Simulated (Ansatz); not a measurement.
**Biaxial strain in AlN (P6_3mc)**

```
Al N
1.0
     3.08877    0.00000    0.00000
    -1.54439    2.67495    0.00000
     0.00000    0.00000    4.94327
Al N
2 2
Direct
  0.33333 0.66667 0.99901
  0.66667 0.33333 0.49901
  0.33333 0.66667 0.38099
  0.66667 0.33333 0.88099
```

This cell was relaxed by PAW under LDA. A film on a (0001) substrate is mimicked by stretching x and y by ε∥; the length along z and the atoms then relax by PAW (default files of Ansatz 0.2.0, cutoff 420 eV, stress met within about 0.05 GPa). Stress and levels come from LDA, all-electron LAPW in Ansatz 0.2.0, scalar-relativistic; k mesh 8×8×4, fixed occupations, basis error target 0.5 meV/atom. Conduction levels are in eV over the valence top, at fixed fractional wave vectors («min» is a refined band extremum of the unstrained crystal off the named points).

```
ε∥ (%)  ε⊥ (%)  σ∥ (GPa, tension positive)      Γ  min (oblique)  K ⊥ z  L (oblique)  2nd valence level at Γ     3rd
  -2.0   1.157                      -10.24  4.767          4.977  4.876        5.375                   0.000  -0.070
  -1.0   0.583                       -4.94  4.628          4.978  4.929        5.356                  -0.086  -0.086
  -0.5   0.304                       -2.41  4.523          4.944  4.923        5.312                  -0.157  -0.157
   0.0   0.000                       -0.01  4.417          4.910  4.918        5.268                  -0.228  -0.228
   0.5  -0.313                        2.30  4.312          4.876  4.914        5.224                  -0.295  -0.295
   1.0       ?                           ?      ?              ?      ?            ?                       ?       ?
   2.0  -1.304                        8.66  3.999          4.775  4.911        5.095                  -0.483  -0.483
```

The last two columns are counted from the highest valence level at Γ.

Q: How does the film contract along z, and how stiff is it in the plane?

A: Quadratic fits through the 6 rows shown have slopes dε⊥/dε∥ = -0.614 and dσ∥/dε∥ = 472.3 GPa at zero strain. Elasticity asks −2C13/C33 = -0.607 and C11 + C12 − 2C13²/C33 = 471.5 GPa, from PAW constants C11 = 396.2, C12 = 143.4, C13 = 112.1, C33 = 369.3 GPa. At the level of the σ∥ column the films keep up to 0.04 GPa along z against the unstrained cell, and the constants are scalar-relativistic PAW values, so part of the difference is the change of level.

Q: Fill the row at ε∥ = 1.0 %.

A: The fits give ε⊥ = -0.635 % and σ∥ = 4.52 GPa. Computed: ε⊥ (%) = -0.621, σ∥ (GPa, tension positive) = 4.52, Γ = 4.206, min (oblique) = 4.842, K ⊥ z = 4.912, L (oblique) = 5.181, 2nd valence level at Γ = -0.359, 3rd = -0.359. Another valence state can take the top inside this range (see the last two columns), which bends the levels.

Q: How fast does the least gap among these points move on each side of zero strain?

A: dE_g/dε∥ is -211 meV per % on the compressed side and -210 on the stretched side, so the gap rises under compression and falls under tension. The lowest conduction level stays at Γ.

Known limits: the frozen-core PAW files of the relaxations were fitted under PBE, their cores solved anew for this functional; semilocal gaps are low, and the spacing of valleys can be off by tenths of an eV; levels are read at fixed fractional k, so an edge that moves off these points is missed.
